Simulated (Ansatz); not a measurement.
**²H nuclear quadrupole resonance in CsH5N2**

Cell: a Materials Project structure (computed, not necessarily an observed phase), atoms as given.

Space group Pnma (No. 62); a = 7.0487, b = 5.7324, c = 10.2828 Å.

```csv
site,Wyckoff,site symmetry,x,y,z
Cs,4c,.m.,0.7953,0.2500,0.4162
H5,4c,.m.,0.7342,0.2500,0.1357
H9,4c,.m.,0.8877,0.2500,0.0211
H13,4c,.m.,0.2669,0.2500,0.7470
H17,8d,1,0.0947,0.1004,0.8116
N25,4c,.m.,0.8793,0.2500,0.1212
N29,4c,.m.,0.1215,0.2500,0.7563
```

One atom of each set is listed.

Computed with Ansatz: DFT, PBE, plane waves and PAW, scalar-relativistic, 420 eV cutoff, Γ-centred 4×5×3 k-points, Fermi–Dirac smearing 0.02 eV.

²H: I = 1, Q = 2.858 mb (year-2017 value). Static lattice, zero field.

Q: At which frequencies do the ²H NQR lines lie?

A: For I = 1 the lines are ν± = (3/4)|C_Q|(1 ± η/3) and ν₀ = |C_Q|η/2.

```csv
site,atoms,V_zz (10²¹ V/m²),C_Q (MHz),η,line frequencies (MHz)
H5,4,3.67,0.254,0.14,"0.0173, 0.182, 0.199"
H9,4,3.69,0.255,0.14,"0.0174, 0.183, 0.200"
H13,4,3.43,0.237,0.11,"0.0134, 0.171, 0.185"
H17,8,2.68,0.185,0.12,"0.0112, 0.133, 0.145"
```

At H5, H9, H13 and H17 V_zz points along its bond to N (within 3°) in each case.

The lattice is static: at room temperature NH₃ may turn and average the couplings of its hydrogen.
